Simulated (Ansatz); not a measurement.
Here is the system:

Starting cell, BaTiO₃ (space group Amm2):

```yaml
crystal:
  lattice:
    - [7.84617, 0.00000, 0.00000]
    - [3.92309, 2.79408, 2.79916]
    - [0.00000, -2.79408, 2.79916]
  atoms:
    - { symbol: Ba, position: [0.99912, 0.00175, 0.00175] }
    - { symbol: Ba, position: [0.49912, 0.00175, 0.00175] }
    - { symbol: Ti, position: [0.99400, 0.51200, 0.51200] }
    - { symbol: Ti, position: [0.49400, 0.51200, 0.51200] }
    - { symbol: O, position: [0.75735, 0.98530, 0.49101] }
    - { symbol: O, position: [0.25735, 0.98530, 0.49101] }
    - { symbol: O, position: [0.00450, 0.49101, 0.98530] }
    - { symbol: O, position: [0.50450, 0.49101, 0.98530] }
    - { symbol: O, position: [0.75509, 0.48983, 0.48983] }
    - { symbol: O, position: [0.25509, 0.48983, 0.48983] }
```

The atoms are displaced by Q × the pattern below (from a DFPT mode at R = (0.5, 0.5, 0.0), largest move 1; Q in Å), at fixed cell. (q is in reciprocal vectors of the primitive cell; the cell shown is doubled to hold the pattern.)

| atom | x | y | z |
|---|---|---|---|
| Ba1 | 0.000 | 0.008 | -0.003 |
| Ba2 | 0.000 | -0.008 | 0.003 |
| Ti3 | -0.058 | 0.000 | 0.000 |
| Ti4 | 0.058 | 0.000 | 0.000 |
| O5 | 0.015 | 0.000 | 0.000 |
| O6 | -0.015 | 0.000 | 0.000 |
| O7 | -0.144 | 0.000 | 0.000 |
| O8 | 0.144 | 0.000 | 0.000 |
| O9 | 0.000 | -0.702 | 0.712 |
| O10 | 0.000 | 0.702 | -0.712 |

Calculation: LDA (plane waves to 420 eV, PAW, scalar-relativistic; Ansatz, a first-principles code). k mesh 8×8×8 (Γ-centred), Fermi-Dirac smearing 0.05 eV. The energy includes the smearing's −TS. BaTiO3 is run without spin polarisation. BaTiO3 was relaxed with its symmetry unable to fall. This is one of several known forms of BaTiO3; the measured ambient cells at hand have space group No. 99. ΔE is measured from the undisplaced structure.

The scan covers Q from -0.280 to 0.280 Å in 13 points.

Q: Which space group does the distorted structure have?

A: Cm (No. 8), lowered from Amm2.

Q: What is the energy change at Q = 0.280 Å?

A: 595 meV/cell.

Q: What harmonic wavenumber does the curvature at Q = 0 give?

A: 350 cm⁻¹.

(For displaced atoms, the force is minus the slope of the energy, and its curvature is a force constant, which sets phonon frequencies.)
